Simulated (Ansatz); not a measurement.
In the program Ansatz at the PBEsol level (PAW), BaZrS3 in the orthorhombic phase (Pnma; Ba on 4c, Zr on 4a, S on 4c, S on 8d) relaxes to a = 7.074 Å, b = 9.909 Å, c = 6.923 Å. Zr has 6 nearest neighbours from 2.52 Å (octahedral). Against the elements it lies at -1.90 eV/atom, with no fitted shifts.

The Kohn–Sham gap is 0.92 eV (direct). The valence maximum lies at Γ and the conduction minimum at Γ. HSE06 on the same cell gives 1.79 eV. Electrons at the band edge weigh 0.20, 0.33, 0.35 mₑ (principal values). The hole mass is 0.18, 0.52, 0.62 mₑ (principal values).

An equation-of-state fit gives a bulk modulus of 75.6 GPa. The elastic constants imply a Debye temperature near 322 K.

The cell was relaxed with PBEsol under the symmetry of its start. No spin polarisation was allowed. The references are the lowest solids computed at this level, not always the standard phases. Scalar-relativistic: spin–orbit coupling is off unless named, which matters more the heavier the elements.

Potentials: the later of the program's two PAW sets.
